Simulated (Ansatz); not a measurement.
Given:

SiO₂ in space group Pn-3m (No. 224; Si on 2a, O on 4b), a = b = c = 3.7743 Å, α = β = γ = 90.00°.

This is the r²SCAN-relaxed structure.

Q: All from DFT-r²SCAN in the program Ansatz with PAW potentials, unless another level is named. Estimate the band gap.

A: 5.75 eV (indirect).

Q: Predict the HSE06 gap on the r²SCAN cell.

A: 6.86 eV.

Q: And the weight of the conduction-edge state by species (Voronoi cells)?

A: O 52 %, Si 48 %.

Q: Give the weight of the valence-edge state by species (Voronoi cells).

A: O 98 %.

Q: What about the conduction-band minimum?

A: at Γ.

Q: Give the valence-band maximum.

A: at R.

The first step of the workflow began from a Materials Project structure, measured or hypothetical; the Crystallography Open Database copy checked does not list it. It is not the phase usual at ambient conditions (space group No. 92, 152, 154). The r²SCAN relaxation kept the symmetry of its start; phonons on a q-mesh show no instability.

Potentials: the earlier of the program's two PAW sets.
